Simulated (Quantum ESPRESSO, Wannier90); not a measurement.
## Wannierisation of AlP (zinc blende)

Structure: Materials Project mp-1550, symmetrised, not relaxed again. COD (Crystallography Open Database) has an entry of this formula and space group (matched by these alone). Level: PBEsol, no spin polarisation, no spin-orbit coupling; pw.x of Quantum ESPRESSO at 36 Ry with PseudoDojo potentials, 10×10×10 k-points, Wannier90. Density: 10×10×10 mesh, cold smearing 0.01 Ry.

Input w.win:

```
num_bands = 15
num_wann = 8
num_iter = 0
conv_tol = 1.0e-7
conv_window = 4
dis_num_iter = 1000
dis_conv_tol = 1.0e-7
dis_froz_max = 7.86
write_hr = true
write_u_matrices = true
begin projections
Al: s;p
P: s;p
end projections
begin unit_cell_cart
ang
    0.0000000000    2.7364850000    2.7364850000
    2.7364850000    0.0000000000    2.7364850000
    2.7364850000    2.7364850000    0.0000000000
end unit_cell_cart
begin atoms_frac
Al   0.0000000000  0.0000000000  0.0000000000
P    0.2500000000  0.2500000000  0.2500000000
end atoms_frac
mp_grid = 10 10 10
begin kpoints
0.0000000000 0.0000000000 0.0000000000
0.0000000000 0.0000000000 0.1000000000
0.0000000000 0.0000000000 0.2000000000
... (997 more lines: the 10x10x10 mesh through Gamma)
end kpoints
```

On the energy scale of pw.x, whose zero is arbitrary, the valence-band maximum lies at 4.91 eV. Lines of w_hr.dat (R1 R2 R3 m n Re Im, eV) for R = 0 and one of the shortest lattice vectors, rounded to 0.01 eV, lines under 0.02 eV left out; orbitals in order: Al1 s, Al1 pz, Al1 px, Al1 py, P2 s, P2 pz, P2 px, P2 py.

```
    0    0    0    1    1     4.80     0.00
    0    0    0    5    1    -1.64     0.00
    0    0    0    6    1     1.37     0.00
    0    0    0    7    1     1.37     0.00
    0    0    0    8    1     1.37     0.00
    0    0    0    2    2     8.90     0.00
    0    0    0    5    2    -1.37     0.00
    0    0    0    6    2     0.09     0.00
    0    0    0    7    2     1.27     0.00
    0    0    0    8    2     1.27     0.00
    0    0    0    3    3     8.90     0.00
    0    0    0    5    3    -1.37     0.00
    0    0    0    6    3     1.27     0.00
    0    0    0    7    3     0.09     0.00
    0    0    0    8    3     1.27     0.00
    0    0    0    4    4     8.90     0.00
    0    0    0    5    4    -1.37     0.00
    0    0    0    6    4     1.27     0.00
    0    0    0    7    4     1.27     0.00
    0    0    0    8    4     0.09     0.00
    0    0    0    1    5    -1.64     0.00
    0    0    0    2    5    -1.37     0.00
    0    0    0    3    5    -1.37     0.00
    0    0    0    4    5    -1.37     0.00
    0    0    0    5    5    -1.88     0.00
    0    0    0    1    6     1.37     0.00
    0    0    0    2    6     0.09     0.00
    0    0    0    3    6     1.27     0.00
    0    0    0    4    6     1.27     0.00
    0    0    0    6    6     5.67     0.00
    0    0    0    1    7     1.37     0.00
    0    0    0    2    7     1.27     0.00
    0    0    0    3    7     0.09     0.00
    0    0    0    4    7     1.27     0.00
    0    0    0    7    7     5.67     0.00
    0    0    0    1    8     1.37     0.00
    0    0    0    2    8     1.27     0.00
    0    0    0    3    8     1.27     0.00
    0    0    0    4    8     0.09     0.00
    0    0    0    8    8     5.67     0.00
   -1    0    0    1    1    -0.07     0.00
   -1    0    0    2    1     0.10     0.00
   -1    0    0    3    1    -0.05     0.00
   -1    0    0    4    1     0.10     0.00
   -1    0    0    6    1     0.08     0.00
   -1    0    0    7    1    -0.05     0.00
   -1    0    0    8    1     0.08     0.00
   -1    0    0    1    2    -0.10     0.00
   -1    0    0    2    2     0.34     0.00
   -1    0    0    3    2     0.25     0.00
   -1    0    0    4    2     0.22     0.00
   -1    0    0    5    2    -0.07     0.00
   -1    0    0    6    2     0.10     0.00
   -1    0    0    7    2     0.03     0.00
   -1    0    0    8    2     0.13     0.00
   -1    0    0    1    3    -0.05     0.00
   -1    0    0    2    3    -0.26     0.00
   -1    0    0    3    3    -0.54     0.00
   -1    0    0    4    3    -0.25     0.00
   -1    0    0    5    3     0.10     0.00
   -1    0    0    6    3    -0.08     0.00
   -1    0    0    7    3    -0.11     0.00
   -1    0    0    8    3    -0.08     0.00
   -1    0    0    1    4    -0.10     0.00
   -1    0    0    2    4     0.22     0.00
   -1    0    0    3    4     0.26     0.00
   -1    0    0    4    4     0.34     0.00
   -1    0    0    5    4    -0.07     0.00
   -1    0    0    6    4     0.13     0.00
   -1    0    0    7    4     0.03     0.00
   -1    0    0    8    4     0.10     0.00
   -1    0    0    1    5    -1.64     0.00
   -1    0    0    2    5     1.37     0.00
   -1    0    0    3    5    -1.37     0.00
   -1    0    0    4    5     1.37     0.00
   -1    0    0    6    5    -0.03     0.00
   -1    0    0    7    5     0.08     0.00
   -1    0    0    8    5    -0.03     0.00
   -1    0    0    1    6    -1.37     0.00
   -1    0    0    2    6     0.09     0.00
   -1    0    0    3    6    -1.27     0.00
   -1    0    0    4    6     1.27     0.00
   -1    0    0    5    6     0.03     0.00
   -1    0    0    6    6     0.12     0.00
   -1    0    0    7    6    -0.09     0.00
   -1    0    0    8    6    -0.04     0.00
   -1    0    0    1    7     1.37     0.00
   -1    0    0    2    7    -1.27     0.00
   -1    0    0    3    7     0.09     0.00
   -1    0    0    4    7    -1.27     0.00
   -1    0    0    5    7     0.08     0.00
   -1    0    0    6    7     0.09     0.00
   -1    0    0    7    7    -0.31     0.00
   -1    0    0    8    7     0.09     0.00
   -1    0    0    1    8    -1.37     0.00
   -1    0    0    2    8     1.27     0.00
   -1    0    0    3    8    -1.27     0.00
   -1    0    0    4    8     0.09     0.00
   -1    0    0    5    8     0.03     0.00
   -1    0    0    6    8    -0.04     0.00
   -1    0    0    7    8    -0.09     0.00
   -1    0    0    8    8     0.12     0.00
```
